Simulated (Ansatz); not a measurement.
Vibrational response of ZrAg₂N₂

Level of theory: DFT PBE, scalar-relativistic, plane waves, PAW in Ansatz. Settings: 420 eV plane-wave cutoff, Γ-centred 12×12×6 mesh, Fermi-Dirac smearing of 0.15 eV. No spin polarisation. Phonons by linear response, acoustic sum rule imposed.

The cell, relaxed at this level:
```xyz
5
Lattice="3.3146 0.0000 0.0000 -1.6573 2.8705 0.0000 0.0000 0.0000 7.4489" Properties=species:S:1:pos:R:3 pbc="T T T"
Zr    0.0000    0.0000    0.0000
Ag    1.6573    0.9568    2.6520
Ag    0.0000    1.9137    4.7969
N     1.6573    0.9568    6.3409
N     0.0000    1.9137    1.1080
```

The cell was built by swapping an element in a database structure (itself possibly hypothetical) and relaxing; it need not be the stable form of this composition. In a metal, frequencies and elastic constants depend on the k mesh and the smearing, soft modes and shear constants most. A semilocal functional can close a gap that the real compound has.

Question: Is this structure stable against zone-centre distortions?

Answer: Yes, at Γ: no optical mode is imaginary. Strains and other wave vectors aren't tested by this run.

Question: List the optical modes at Γ (i marks imaginary ones).

Answer:
| frequency (THz) | degeneracy |
| --- | --- |
| 1.06 | 2 |
| 1.84 | 2 |
| 4.38 | 1 |
| 4.81 | 1 |
| 8.34 | 2 |
| 10.41 | 1 |
| 12.62 | 2 |
| 16.24 | 1 |